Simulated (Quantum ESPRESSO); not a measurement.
**Kohn-Sham bands of ZnSnP2 (chalcopyrite)**

```yaml
crystal:
  lattice:
    - [5.64750, 0.00000, 0.00000]
    - [0.00000, 5.64750, 0.00000]
    - [-2.82375, -2.82375, 5.66217]
  atoms:
    - { symbol: Zn, position: [0.25000, 0.75000, 0.50000] }
    - { symbol: Zn, position: [0.00000, 0.00000, 0.00000] }
    - { symbol: Sn, position: [0.75000, 0.25000, 0.50000] }
    - { symbol: Sn, position: [0.50000, 0.50000, 0.00000] }
    - { symbol: P, position: [0.35362, 0.37500, 0.25000] }
    - { symbol: P, position: [0.12500, 0.64638, 0.75000] }
    - { symbol: P, position: [0.89638, 0.87500, 0.25000] }
    - { symbol: P, position: [0.62500, 0.10362, 0.75000] }
```

Cell from Materials Project (mp-4175), symmetrised, no further relaxation. Not found in the COD (Crystallography Open Database) copy used; not checked further. Computed values, not measurements, from PBEsol: Quantum ESPRESSO (norm-conserving PseudoDojo potentials, cutoff 68 Ry, no spin polarisation, no spin-orbit coupling) on a Γ-centred 4×4×4 mesh, then Wannier90. Density: 6×6×6 mesh, Gaussian smearing 0.01 Ry. Spin-orbit coupling is left out although heavy elements are present.

Energies are relative to the valence-band maximum; weights are on the orthonormalised atomic waves of the pseudopotential files, averaged over the group. 88 electrons a cell are treated as valence.

```csv
bands,from (eV),to (eV),filling,weight on atomic waves
1–2,-125.43,-125.43,filled,[?]
3–8,-79.71,-79.71,filled,[?]
9–18,-21.57,-21.48,filled,[?]
19–22,-12.36,-9.92,filled,[?]
23–44,-7.91,0.00,filled,[?]
```

Problem. Which atomic shells make up each group?

Solution. 
- 1–2, weight on atomic waves: Zn 3s 99 %
- 3–8, weight on atomic waves: Zn 3p 100 %
- 9–18, weight on atomic waves: Sn 4d 100 %
- 19–22, weight on atomic waves: P 3s 64 %, Sn 5p 13 %, Sn 5s 11 %
- 23–44, weight on atomic waves: Zn 3d 45 %, P 3p 36 %, Sn 5p 8 %

The Kohn-Sham gap over both meshes and the path is 0.75 eV.
